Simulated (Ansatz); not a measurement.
InP (F-43m): from strained cells to moduli

```
CELL_PARAMETERS angstrom
0.00000 2.91367 2.91367
2.91367 0.00000 2.91367
2.91367 2.91367 0.00000
ATOMIC_POSITIONS crystal
In 0.00000 0.00000 0.00000
P 0.75000 0.75000 0.75000
```

Level of theory, where no other is named: LDA, all-electron LAPW in Ansatz 0.2.0, scalar-relativistic. k mesh 6×6×6, fixed occupations, basis error target 0.5 meV/atom. The cell was relaxed by PAW under this functional.

The cell is cubic and carries a residual pressure of -0.03 GPa at this level. Each strain component that symmetry leaves independent is applied at ±0.008 and ±0.016, the ions relax wherever a strain frees them, and the stress (tension positive, GPa) is read. Shears are engineering strains, γ = 2ε.

| strain | size | σxx | σyy | σzz | σyz | σxz | σxy |
| --- | --- | --- | --- | --- | --- | --- | --- |
| xx | -0.016 | -1.6157 | -0.9334 | -0.9334 | 0.0000 | 0.0000 | 0.0000 |
| xx | -0.008 | -0.7884 | -0.4400 | -0.4400 | 0.0000 | 0.0000 | 0.0000 |
| xx | +0.008 | 0.8265 | 0.4649 | 0.4649 | 0.0000 | 0.0000 | 0.0000 |
| xx | +0.016 | 1.6135 | 0.8783 | 0.8783 | 0.0000 | 0.0000 | 0.0000 |
| yz | -0.016 | 0.0293 | 0.0214 | 0.0214 | -0.7278 | 0.0000 | 0.0000 |
| yz | -0.008 | 0.0267 | 0.0247 | 0.0247 | -0.3639 | 0.0000 | 0.0000 |
| yz | +0.008 | 0.0267 | 0.0247 | 0.0247 | 0.3639 | 0.0000 | 0.0000 |
| yz | +0.016 | 0.0293 | 0.0214 | 0.0214 | 0.7278 | 0.0000 | 0.0000 |

The slope is [8(σ(+δ) − σ(−δ)) − (σ(+2δ) − σ(−2δ))]/(12δ), and the program imposes the crystal's symmetry on the matrix.

**Question.** What are the independent elastic constants?

**Answer.** C11 = 100.9, C12 = 56.5, C44 = 45.5 GPa.

**Question.** Do they meet the Born conditions?

**Answer.** C11 − C12 = 44.4, C11 + 2C12 = 214.0 and C44 = 45.5 GPa must all be positive, so the crystal is elastically stable; that says nothing yet of its phonons.

**Question.** What moduli does a random aggregate of grains have?

**Answer.** B = (C11 + 2C12)/3 = 71.3 GPa. G_V = (C11 − C12 + 3C44)/5 = 36.2 and G_R = 5(C11 − C12)C44/(4C44 + 3(C11 − C12)) = 32.0, so G_H = 34.1 GPa. Then E = 9BG/(3B + G) = 88.3 GPa, ν = (3B − 2G)/(6B + 2G) = 0.294 and B/G = 2.09, on the ductile side of Pugh's 1.75 (a rule of thumb, made for metals; it doesn't predict ductility here).

**Question.** With the density of 4.894 g/cm³, how fast does sound travel, and what Debye temperature follows?

**Answer.** 

```tsv
direction	slow (m/s)	middle (m/s)	fast (m/s)
[100]	3049	3049	4542
[110]	2130	3049	5038
[111]	2474	2474	5193
```

The mean of v⁻³ over directions and branches gives v_m = 2921 m/s and θ_D = (ħ/k_B) v_m (6π²n)^(1/3) = 298 K, n being atoms per volume. Young's modulus spans 60 to 113 GPa over directions, and the universal anisotropy index is 0.64.

**Question.** How far do the constants move if PAW replaces LAPW in the same cell?

**Answer.** 

| constant | LAPW (GPa) | PAW (GPa) | difference |
| --- | --- | --- | --- |
| C11 | 100.9 | 101.0 | 0.1 |
| C12 | 56.5 | 56.6 | 0.1 |
| C44 | 45.5 | 45.5 | 0.0 |

Keep in mind: constants at zero field, no piezoelectric stiffening; the frozen-core PAW files of the compared runs were fitted under PBE, their cores solved anew for this functional.
